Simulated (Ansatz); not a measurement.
Question: Name crystals whose computed values (HSE06 (plane waves, PAW; program Ansatz)) fall in these windows: gap (eV) 1.5 to 1.8; B₀ by P(V) fit (GPa) 320 to 420.

Answer: 

```
crystal                        gap (eV)  B₀ by P(V) fit (GPa)
-----------------------------  --------  --------------------
WN2, P-6m2 (W on 1f, N on 2g)      1.66                   387
```
Others may fit too.

Standing as an ambient phase not checked: WN2, P-6m2 (W on 1f, N on 2g). The cell was relaxed under the symmetry of its start. Rows with no word on spin ran without spin polarisation. Scalar-relativistic: spin–orbit coupling is off unless named, which matters more the heavier the elements.

Potentials: the later of the program's two PAW sets.
